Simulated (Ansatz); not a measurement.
Y:
```cif
data_Y2
_chemical_formula_sum 'Y2'
_space_group_name_H-M_alt 'P 1'
_space_group_IT_number 1
_cell_length_a 3.64055
_cell_length_b 3.64055
_cell_length_c 5.88011
_cell_angle_alpha 90.000
_cell_angle_beta 90.000
_cell_angle_gamma 120.000
loop_
_space_group_symop_operation_xyz
  'x, y, z'
loop_
_atom_site_label
_atom_site_type_symbol
_atom_site_fract_x
_atom_site_fract_y
_atom_site_fract_z
_atom_site_occupancy
Y1 Y 0.33333 0.66667 0.25000 1
Y2 Y 0.66667 0.33333 0.75000 1
```
The run is spin-polarised; directions of the spins, atom by atom: ↑ ↑.

Relaxed with r²SCAN.

Problem. Which orbitals make up the states near the Fermi level in DFT-r²SCAN in the program Ansatz with PAW potentials?

Solution. Within 0.5 eV of the Fermi level: Y 4d 88 %, outside the projected shells 6 %. Projections are on Löwdin-orthogonalised atomic valence shells; empty p or d shells of many metals are not among them.

Problem. Tabulate the density of states.

Solution. States/eV per cell of 2 atoms, in 0.25 eV bins, energy from the Fermi level.

| E (eV) | total | Y 4d | Y 5s | Y 4p |
|---|---|---|---|---|
| -5.45 | 0.00 | 0.00 | 0.00 | 0.00 |
| -5.20 | 0.04 | 0.00 | 0.04 | 0.00 |
| -4.95 | 0.08 | 0.00 | 0.08 | 0.00 |
| -4.70 | 0.11 | 0.00 | 0.11 | 0.00 |
| -4.45 | 0.17 | 0.00 | 0.16 | 0.00 |
| -4.20 | 0.25 | 0.01 | 0.23 | 0.00 |
| -3.95 | 0.32 | 0.02 | 0.29 | 0.01 |
| -3.70 | 0.37 | 0.03 | 0.33 | 0.01 |
| -3.45 | 0.45 | 0.05 | 0.38 | 0.01 |
| -3.20 | 0.53 | 0.08 | 0.43 | 0.01 |
| -2.95 | 0.62 | 0.13 | 0.46 | 0.01 |
| -2.70 | 0.76 | 0.21 | 0.51 | 0.02 |
| -2.45 | 1.03 | 0.41 | 0.57 | 0.02 |
| -2.20 | 1.24 | 0.61 | 0.57 | 0.02 |
| -1.95 | 1.29 | 0.71 | 0.52 | 0.02 |
| -1.70 | 1.54 | 0.98 | 0.49 | 0.02 |
| -1.45 | 2.13 | 1.61 | 0.43 | 0.03 |
| -1.20 | 2.19 | 1.79 | 0.30 | 0.03 |
| -0.95 | 2.81 | 2.47 | 0.22 | 0.04 |
| -0.70 | 2.98 | 2.61 | 0.17 | 0.04 |
| -0.45 | 2.85 | 2.46 | 0.13 | 0.04 |
| -0.20 | 1.71 | 1.49 | 0.10 | 0.02 |
| 0.05 | 1.66 | 1.47 | 0.09 | 0.02 |
| 0.30 | 1.93 | 1.74 | 0.08 | 0.02 |
| 0.55 | 3.35 | 2.98 | 0.13 | 0.03 |
| 0.80 | 3.41 | 2.96 | 0.17 | 0.03 |
| 1.05 | 3.08 | 2.63 | 0.14 | 0.02 |
| 1.30 | 3.94 | 3.51 | 0.18 | 0.02 |
| 1.55 | 4.13 | 3.60 | 0.20 | 0.02 |
| 1.80 | 3.27 | 2.94 | 0.14 | 0.01 |
| 2.05 | 3.55 | 3.34 | 0.07 | 0.01 |
| 2.30 | 2.83 | 2.69 | 0.04 | 0.00 |
| 2.55 | 2.26 | 2.17 | 0.03 | 0.00 |
| 2.80 | 1.70 | 1.63 | 0.02 | 0.00 |
| 3.05 | 1.76 | 1.69 | 0.02 | 0.00 |
| 3.30 | 1.81 | 1.74 | 0.02 | 0.00 |
| 3.55 | 1.77 | 1.69 | 0.03 | 0.00 |
| 3.80 | 1.85 | 1.75 | 0.05 | 0.00 |
| 4.05 | 2.16 | 2.01 | 0.08 | 0.00 |
| 4.30 | 2.65 | 2.42 | 0.12 | 0.00 |

Space group P6_3/mmc (hcp (Mg type)). Symmetry was held in the r²SCAN relaxation. The final state is ferromagnetic, chosen from 5 collinear starts compared on coarse meshes (ties went to the first, and starts can fall back to one state), not a proven ground state. Other orbital occupations within this spin state were not tried. Scalar-relativistic: spin–orbit coupling is off unless named, which matters more the heavier the elements.

Potentials: the earlier of the program's two PAW sets. The files were generated under PBE; for other functionals the program regenerates the frozen cores, and for LDA and PBEsol the local potential too.
